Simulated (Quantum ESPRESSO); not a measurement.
## Computed NMR tensors in MgS

```
CELL_PARAMETERS angstrom
      0.00000     2.60440     2.60440
      2.60440     0.00000     2.60440
      2.60440     2.60440     0.00000
ATOMIC_POSITIONS crystal
  Mg 0.00000 0.00000 0.00000
  S  0.50000 0.50000 0.50000
```
Geometry: a computed entry of the Materials Project; it was not checked against measured cells. It is MgS in Fm-3m; whether this form has been observed was not checked. Stability against distortions was not tested.

Shieldings are absolute and leave out the bulk-susceptibility term; a larger σ means a smaller chemical shift. By our sweeps, such settings leave a few ppm in absolute σ. No d partial waves on Mg, S: the paramagnetic term there is incompletely reconstructed. The structure is static (0 K, no zero-point motion).

### Question
What do the calculations give at each independent site (shieldings by PBE GIPAW (a modified build of Quantum ESPRESSO, JTH PAW datasets), 20 Ha, k-mesh 6×6×6 shifted, f-sum rule met within 0.017 %)?

### Answer
| site | site symmetry | σ_iso (ppm) |
|---|---|---|
| Mg (atom 1) | m-3m | 561 |
| S (atom 2) | m-3m | 587 |
